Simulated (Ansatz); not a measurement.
**Ga: from a starting cell to a relaxed one**

The start is a generated trial cell of Ga in the AFLOW prototype A_oC8_64_f. A full variable-cell relaxation at zero pressure is run with r2SCAN (plane waves to 500 eV, PAW, scalar-relativistic; Ansatz, a first-principles code). The first steps use a coarse 8×8×7 k-mesh.

Starting cell:
```yaml
crystal:
  lattice:
    - [2.26150, -3.83050, 0.00000]
    - [2.26150, 3.83050, 0.00000]
    - [0.00000, 0.00000, 4.52400]
  atoms:
    - { symbol: Ga, position: [0.34510, 0.65490, 0.58100] }
    - { symbol: Ga, position: [0.65490, 0.34510, 0.41900] }
    - { symbol: Ga, position: [0.84510, 0.15490, 0.91900] }
    - { symbol: Ga, position: [0.15490, 0.84510, 0.08100] }
```

### Question
Which atoms feel the largest initial force, and how large is it?

### Answer
0.13 eV/Å, on Ga1, Ga2, Ga3, Ga4 (atoms numbered as listed).

### Question
By how much does the energy per atom fall from start to end?

### Answer
Under 0.01 eV/atom.

### Question
How does the volume per atom move from start to end?

### Answer
-1.9 %, from 19.59 to 19.22 Å³/atom.

### Question
How do the shortest distances between atoms change?

### Answer
The closest pairs of elements (up to four, under 3.6 Å), start → end: Ga–Ga 2.48 → 2.49 Å.

### Question
What band gap does the relaxed structure have at this level?

### Answer
No gap (metallic).

### Question
Write out the relaxed structure.

### Answer

Space group Cmce (No. 64); a = 4.4805 Å, b = 7.5947 Å, c = 4.5196 Å, α = β = γ = 90.00°

| atom | site | symmetry | x | y | z |
|---|---|---|---|---|---|
| Ga | 8f | m.. | 0.0000 | 0.3440 | 0.4151 |
(The calculation used a cell of 4 atoms; values per cell refer to that cell.)

The space group stays Cmce (No. 64) (the run could not lower it); the end is AFLOW prototype A_oC8_64_f (A11, as in Ga), with 4 atoms in the primitive cell. Final values are on a 12×12×10 k-mesh of the relaxed cell. No spin polarisation in the result.

The run could not lose the symmetry of its start.
